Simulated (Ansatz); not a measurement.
# HgAl: changing spin-orbit coupling

Symmetry: F-43m, No. 216, cubic system. The conventional cell has a = 6.137 Å, b = 6.137 Å, c = 6.137 Å, α = 90.00°, β = 90.00°, γ = 90.00°. Al (site symmetry -43m) is surrounded by 4 Hg at 2.66 Å. Hg (site symmetry -43m) has 4 Al at 2.66 Å as nearest neighbours.

The cell comes from a database or a generator and needn't be the stable form of this composition.

Kept alike: task band structure; functional PBE; k mesh 6 × 6 × 6; occupations fermi-dirac, width 0.05 eV. Program: Ansatz, Ansatz PAW, cutoff 420 eV. The mesh is that of the run's cell of 2 atoms.

```csv
spin-orbit coupling,pressure (GPa)
off,-0.07
on,-0.82
```

Pressure is positive in compression, with a Pulay correction for the finite cutoff. For a metal such a mesh leaves the last digits unconverged.

**Question.** What does spin-orbit coupling change here?

**Answer.** The pressure runs from -0.82 (on) to -0.07 GPa (off).
